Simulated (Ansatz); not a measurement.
# Structure search: one GaB3 candidate

The calculation used DFT PBE, scalar-relativistic, plane waves, PAW in Ansatz. Cutoff 420 eV, Gaussian smearing, Γ-centred meshes. Cell and atoms relax first on a coarse mesh and then on a finer one. In between, the cell is made exact in the group found at 0.06 Å. In metals the finer mesh still leaves noise of several meV/atom or more. The steps can't lower the symmetry of their start. No spin polarisation.

Recipe of this trial structure of GaB3: random cell by space group and Wyckoff sites (Cmmm, No. 65). Lengths were set from tabulated atomic sizes, so they are only a guess.

```xyz
4
Lattice="1.6590 -2.6812 0.0000 1.6590 2.6812 0.0000 0.0000 0.0000 5.0196" Properties=species:S:1:pos:R:3 pbc="T T T"
Ga    1.6590    0.0000    2.5098
B     1.6590    1.9688    2.5098
B     1.6590   -1.9688    2.5098
B     0.0000    0.0000    0.0000
```

The zero of energy is the elements' standard structures at the same level; no fitted shifts are applied.

Question: Which structure results?

Answer: The symmetry stays Cmmm (No. 65). The volume per atom grows by 3.7 %, from 11.2 to 11.6 Å³. The shortest distance goes from 1.42 Å (B–B) to 1.67 Å (B–B). The energy falls by about 2.2 eV/atom (the start's value is from the coarse mesh). Conventional cell: a = 5.398 Å, b = 5.895 Å, c = 2.911 Å. Ga has 2 B at 2.11 Å; B on a site of symmetry m2m is surrounded by 3 B at 1.67–1.68 Å and 1 Ga at 2.11 Å; B on a site of symmetry mmm has 4 B at 1.68 Å.

```cif
data_structure
_symmetry_space_group_name_H-M 'Cmmm'
_symmetry_Int_Tables_number 65
_cell_length_a 5.3984
_cell_length_b 5.8948
_cell_length_c 2.9111
_cell_angle_alpha 90.000
_cell_angle_beta 90.000
_cell_angle_gamma 90.000
_cell_volume 92.64
loop_
_atom_site_label
_atom_site_type_symbol
_atom_site_symmetry_multiplicity
_atom_site_Wyckoff_symbol
_atom_site_fract_x
_atom_site_fract_y
_atom_site_fract_z
_atom_site_occupancy
Ga1 Ga 2 c 0.50000 0.00000 0.50000 1
B1 B 4 j 0.50000 0.35860 0.50000 1
B2 B 2 a 0.00000 0.00000 0.00000 1
```

Question: How does it come out in energy, and is it a metal?

Answer:

- Energy over the elements: +0.58 eV/atom
- Gap on the 12×12×16 mesh of the 4-atom cell: 0 eV (a metal)

It can't be a ground state, since the elements alone are lower.

The last run used Gaussian smearing of 0.10 eV. Weakly bound directions are ill-defined at this level, which has no dispersion term. A structure relaxed within its symmetry needn't be a true minimum. In all, the 4 runs took 45 s on 1 thread of AMD EPYC 9R45 96-Core Processor (Zen 5), on a shared host.
